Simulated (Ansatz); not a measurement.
NiO (rock salt)

```xyz
2
Lattice="0.0000 2.0943 2.0943 2.0943 0.0000 2.0943 2.0943 2.0943 0.0000" Properties=species:S:1:pos:R:3 pbc="T T T"
O      0.0000     0.0000     0.0000
Ni     2.0943     2.0943     2.0943
```

This relaxed cell (volume V₀) is scaled evenly in all directions, its shape held. Symmetry pins the atoms to their sites.

Level of theory: r2SCAN (plane waves to 500 eV, PAW, scalar-relativistic; Ansatz, an electronic-structure program). k mesh 13×13×13 (Γ-centred), Fermi-Dirac smearing 0.05 eV. Energies are smeared free energies. NiO is run spin-polarised and with no Hubbard U; the real compound is an antiferromagnetic insulator, a state that this run doesn't describe. NiO was relaxed with its symmetry unable to fall. Relaxed NiO ends ferromagnetic. The magnetic order is the one the run started from; other orders were not tried. ΔE is measured from the relaxed starting cell.

**Question.** Estimate the ΔE (eV/atom) and moment (μB/cell) for V/V₀ = 0.900, 0.950, 0.975, 1.025, 1.050, 1.075.

**Answer.** 
```json
[
 {"V/V₀": "0.900", "ΔE (eV/atom)": "0.0746", "moment (μB/cell)": "2.00"},
 {"V/V₀": "0.950", "ΔE (eV/atom)": "0.0169", "moment (μB/cell)": "2.00"},
 {"V/V₀": "0.975", "ΔE (eV/atom)": "0.0040", "moment (μB/cell)": "2.00"},
 {"V/V₀": "1.025", "ΔE (eV/atom)": "0.0037", "moment (μB/cell)": "2.00"},
 {"V/V₀": "1.050", "ΔE (eV/atom)": "0.0141", "moment (μB/cell)": "2.00"},
 {"V/V₀": "1.075", "ΔE (eV/atom)": "0.0304", "moment (μB/cell)": "2.00"}
]
```

(A scan under strain: stresses follow from slopes of the energy per volume, elastic moduli from its curvatures.)
